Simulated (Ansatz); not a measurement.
SrTaO₃:
```
SrTaO3
1.0
    3.98383     0.00000     0.00000
    0.00000     3.98383     0.00000
    0.00000     0.00000     3.98383
Sr Ta O
1 1 3
Direct
  0.00000   0.00000   0.00000
  0.50000   0.50000   0.50000
  0.50000   0.50000   0.00000
  0.00000   0.50000   0.50000
  0.50000   0.00000   0.50000
```

Relaxed with LDA. Special points in fractions of this cell's reciprocal vectors: Γ (0.000, 0.000, 0.000); X (0.000, 0.500, 0.000); M (0.500, 0.500, 0.000); R (0.500, 0.500, 0.500).

### Question
List the band energies nearest the Fermi level at these points for LDA in the plane-wave PAW code Ansatz.

### Answer
In eV from the Fermi level; about four levels below and three above (degenerate sets whole), none deeper than 8.9 eV; points with the same levels are listed once.

```
k                                below           above
-  -----------------------------------  --------------
Γ  -4.64 -4.64 -4.64 -1.37 -1.37 -1.37  1.04 1.04 1.12
X              -6.16 -4.90 -4.90 -0.96  1.71 1.71 2.84
M              -5.80 -5.80 -5.47 -4.36  1.73 1.73 2.63
R  -8.17 -8.17 -8.17 -4.28 -4.28 -4.28  2.45 2.45 2.45
```

Space group Pm-3m (cubic perovskite). The first step of the workflow began from a Materials Project structure, measured or hypothetical; the Crystallography Open Database copy checked does not list it. Whether it is the stable phase at ambient conditions was not checked. The cell was relaxed with LDA under the symmetry of its start; its stability against distortions is not shown here. The run is not spin-polarised. With an odd number of electrons in the cell and no spin polarisation, the count alone makes it a metal. Scalar-relativistic: spin–orbit coupling is off unless named, which matters more the heavier the elements.

Potentials: the later of the program's two PAW sets.
